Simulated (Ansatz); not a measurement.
A relaxed cell of C (P6₃/mmc (No. 194)), relaxed on a k-mesh at least as fine as the one used below. These are PBE (plane waves to 420 eV, PAW, scalar-relativistic; Ansatz, a program for electronic structure) values and carry that method's errors. Γ-centred k-mesh 10×10×3 on the run's cell (coarser than for final values), Fermi–Dirac smearing 0.05 eV.

```xyz
8
Lattice="2.5116 0.0000 0.0000 -1.2558 2.1751 0.0000 0.0000 0.0000 8.3606" Properties=species:S:1:pos:R:3 pbc="T T T"
C      0.0000     1.4501     0.2622
C      0.0000     1.4501     4.4425
C      1.2558     0.7250     2.3524
C      1.2558     0.7250     6.5327
C      1.2558     0.7250     3.9181
C      1.2558     0.7250     8.0984
C      0.0000     1.4501     1.8279
C      0.0000     1.4501     6.0082
```

The atoms are displaced by (Å):

```tsv
atom	ux	uy	uz
C1	-0.068	-0.002	-0.041
C2	-0.123	-0.113	-0.025
C3	0.128	-0.017	0.019
C4	-0.083	0.055	-0.096
C5	-0.115	0.128	0.010
C6	0.041	0.077	-0.031
C7	-0.073	0.039	-0.054
C8	-0.068	0.087	0.052
```

What forces (eV/Å) and pressure result?


| atom | Fx | Fy | Fz |
|---|---|---|---|
| C1 | 4.04 | 2.91 | 0.95 |
| C2 | 0.79 | 6.13 | 2.50 |
| C3 | -5.66 | 0.82 | -1.12 |
| C4 | 1.24 | 1.44 | 4.53 |
| C5 | 1.14 | -5.68 | -2.57 |
| C6 | -4.90 | -2.92 | -0.92 |
| C7 | 4.04 | -0.32 | 1.21 |
| C8 | -0.69 | -2.39 | -4.58 |

Pressure +10.7 GPa.

Estimate the energy cost of the displacement in the harmonic approximation and compare with the calculation.

For a harmonic well ΔE = −½ Σ F·u = 2.218 eV a cell, or 277 meV/atom. The calculated energy relative to the undisplaced cell is +303 meV/atom, so the harmonic estimate holds well.

No spin polarisation in the result.

The run that gave the undisplaced cell could not lose the symmetry of its start; a randomly shaken copy of 8 atoms returns to this structure.
